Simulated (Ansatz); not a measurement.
## Lattice dynamics of Mo

Mo in the bcc lattice, in a typed cell, not relaxed.

```
CELL_PARAMETERS angstrom
-1.58000 1.58000 1.58000
1.58000 -1.58000 1.58000
1.58000 1.58000 -1.58000
ATOMIC_POSITIONS crystal
Mo 0.00000 0.00000 0.00000
```

Method (Ansatz, development build): r2SCAN; all-electron PAW datasets (no frozen core) at 340 eV; k mesh 8×8×8; Fermi–Dirac smearing of 0.1 eV; no spin. Harmonic phonons by finite displacements in cells commensurate with each q, in cm⁻¹; i marks an unstable mode.

Caveats: coarse k mesh; soft modes or ε∞ of this crystal moved by over a tenth between k meshes, so they aren't converged.

(1) Give all 3 branches at q = (0.5, -0.5, 0.5) and q = (0, 0, 0.5) (reciprocal cell vectors).

## Answers

(1) q = (0.5, -0.5, 0.5): 189 (×3). q = (0, 0, 0.5): 110, 201, 267.
